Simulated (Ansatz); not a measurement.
## Squeezing Li₂Pt (fluorite type)

```
CELL_PARAMETERS angstrom
0.00000 2.93143 2.93143
2.93143 0.00000 2.93143
2.93143 2.93143 0.00000
ATOMIC_POSITIONS crystal
Pt 0.00000 0.00000 0.00000
Li 0.25000 0.25000 0.25000
Li 0.75000 0.75000 0.75000
```

The cell comes from a relaxation on PAW files under the same functional, begun from a prototype that needn't be the stable phase.

Its volume is scaled at fixed shape and fractional positions.

Level of theory: DFT with PBEsol, scalar-relativistic, in Ansatz 0.2.0; a Γ-centred 11×11×11 k mesh, Fermi–Dirac smearing of 0.05 eV, no spin polarisation. LAPW: all electrons, basis error target 0.5 meV/atom; PAW: frozen-core files, cutoff 420 eV.

Energies are extrapolated to zero smearing and count from the unscaled cell; pressure is positive in compression; gaps take the mesh and a band path. No temperature or zero-point motion is included.

Spin–orbit coupling is left out, which matters for the heavy atoms. The PAW files were made under PBE.

```csv
V/V0,V (Å³/atom),P LAPW (GPa),ΔE LAPW (eV/atom),P PAW − LAPW (GPa),ΔE PAW − LAPW (meV/atom)
1.00,16.79,0.00,0.000,0.02,0.0
0.80,13.44,13.77,0.119,0.03,0.6
0.70,11.76,?,?,0.03,0.9
```

**Question.** Give the missing entry: row "0.70", column "P LAPW (GPa)".

**Answer.** 29.0.

**Question.** Give the missing entry: row "0.70", column "ΔE LAPW (eV/atom)".

**Answer.** 0.336.

**Question.** From the table, what is the rise of the enthalpy H = E + pV up to the last row, and how stiff is the crystal between the last two rows?

**Answer.** ΔH = 0.336 eV + (29.0 GPa × 11.76 Å³ + 0.00 GPa × 16.79 Å³) × 0.006242 eV/(GPa·Å³) = 2.46 eV/atom, of which pV makes 86 %. The mean bulk modulus there is −ΔP/Δln V = 114 GPa.
